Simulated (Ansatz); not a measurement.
LiIn in space group Fd-3m (No. 227; In on 8a, Li on 8b), DFT-PBE in the program Ansatz with PAW potentials, all energies at zero smearing, with the estimated change up to a 700 eV cutoff added, with one set of potentials and settings (totals compare only within such a set). Cell of 4 atoms (2 In, 2 Li): -11606.153 eV.

```
element              reference phase  E (eV/atom)
-------  ---------------------------  -----------
In       I4/mmm, 1 atoms in the cell   -5597.8481
Li        Fm-3m, 1 atoms in the cell    -204.6902
```

Formation energy per atom, worked out: (-11606.153 − 2×(-5597.8481) − 2×(-204.6902))/4 = -0.269 eV/atom (-26 kJ per mol of atoms), at 0 K, without zero-point energy or fitted corrections.

The workflow started from an entry of the Crystallography Open Database (COD). Its standing as an ambient phase is unchecked. The PBE relaxation kept the symmetry of its start; whether a distortion lowers the energy is not shown. The references are the lowest solids computed at this level, not always the standard phases.

Potentials: the later of the program's two PAW sets.
